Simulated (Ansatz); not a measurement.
Pt:
```xyz
1
Lattice="2.6236 0.0000 0.0000 0.0000 2.6236 0.0000 0.0000 0.0000 2.6236" Properties=species:S:1:pos:R:3 pbc="T T T"
Pt     0.0000     0.0000     0.0000
```

Relaxed with PBE. Special points in fractions of this cell's reciprocal vectors: Γ (0.000, 0.000, 0.000); X (0.000, 0.500, 0.000); M (0.500, 0.500, 0.000); R (0.500, 0.500, 0.500).

List the band energies nearest the Fermi level at these points for DFT-PBE with spin–orbit coupling in the program Ansatz with PAW potentials.

In eV from the Fermi level; about four levels below and three above (degenerate sets whole), none deeper than 8.9 eV; … stands for higher levels left out; points with the same levels are listed once.

| k | below | above |
|---|---|---|
| Γ | -0.11 -0.11 -0.11 -0.11 | 0.87 0.87 … |
| X | -1.71 -1.71 -0.66 -0.66 | 0.51 0.51 … |
| M | -1.77 -1.77 -1.32 -1.32 | 1.87 1.87 3.44 3.44 |
| R | -5.19 -5.19 -5.19 -5.19 -4.49 -4.49 | 1.98 1.98 1.98 1.98 |

Space group Pm-3m (simple cubic). The cell is a constructed one: a structure type filled with these elements; neither database checked (COD, Materials Project) lists it. It is not the phase usual at ambient conditions (space group No. 225). The PBE relaxation kept the symmetry of its start; whether a distortion lowers the energy is not shown. The run is not spin-polarised.

Potentials: the earlier of the program's two PAW sets.
